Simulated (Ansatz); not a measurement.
Relaxed-ion elastic tensor of Ge in space group R-3 (No. 148; Ge on 6c, Ge on 18f) in GPa (Voigt order), PBEsol in the plane-wave PAW code Ansatz; density 5.88 g/cm³, 20.50 Å³ per atom.

|  | 1 | 2 | 3 | 4 | 5 | 6 |
|---|---|---|---|---|---|---|
| 1 | 129 | 39.3 | 34.2 | 4.5 | -8.6 | 0.0 |
| 2 | 39.3 | 129 | 34.2 | -4.5 | 8.6 | 0.0 |
| 3 | 34.2 | 34.2 | 105 | 0.0 | 0.0 | 0.0 |
| 4 | 4.5 | -4.5 | 0.0 | 44.8 | 0.0 | 8.6 |
| 5 | -8.6 | 8.6 | 0.0 | 0.0 | 44.8 | 4.5 |
| 6 | 0.0 | 0.0 | 0.0 | 8.6 | 4.5 | 45.0 |

**Question.** Is the crystal mechanically stable?

**Answer.** Yes: the smallest eigenvalue of C is 35.2 GPa.

**Question.** Work out the Voigt, Reuss and Hill averages.

**Answer.** K_V = 64.3, K_R = 63.5, K_H = 63.9; G_V = 44.0, G_R = 42.2, G_H = 43.1 GPa.

**Question.** Give Young's modulus, Poisson's ratio, Pugh's ratio and the universal anisotropy index.

**Answer.** E = 9KG/(3K + G) = 106 GPa; ν = 0.22; K/G = 1.48 (brittle by the Pugh limit of 1.75); A_U = 5G_V/G_R + K_V/K_R − 6 = 0.23.

**Question.** Estimate the sound speeds and the Debye temperature.

**Answer.** v_l = √((K + 4G/3)/ρ) = 4540 m/s, v_t = √(G/ρ) = 2710 m/s, mean 3000 m/s; Θ = (h/k)(3n/4πV)^(1/3) v_m = 326 K.

**Question.** How much does each axis shrink under pressure?

**Answer.** Linear compressibilities β_i = Σ_j S_ij (j = 1 to 3): x 4.6, y 4.6, z 6.5 per TPa.

The workflow started from a Materials Project entry (that database holds measured and hypothetical structures alike); the Crystallography Open Database copy checked does not list it. It is not the phase usual at ambient conditions (space group No. 227). The cell was relaxed with PBEsol under the symmetry of its start; whether a distortion lowers the energy is not shown. As this level gives no gap, shear constants depend on the k-mesh and smearing (Fermi–Dirac, 0.1 eV here).

Potentials: the later of the program's two PAW sets.
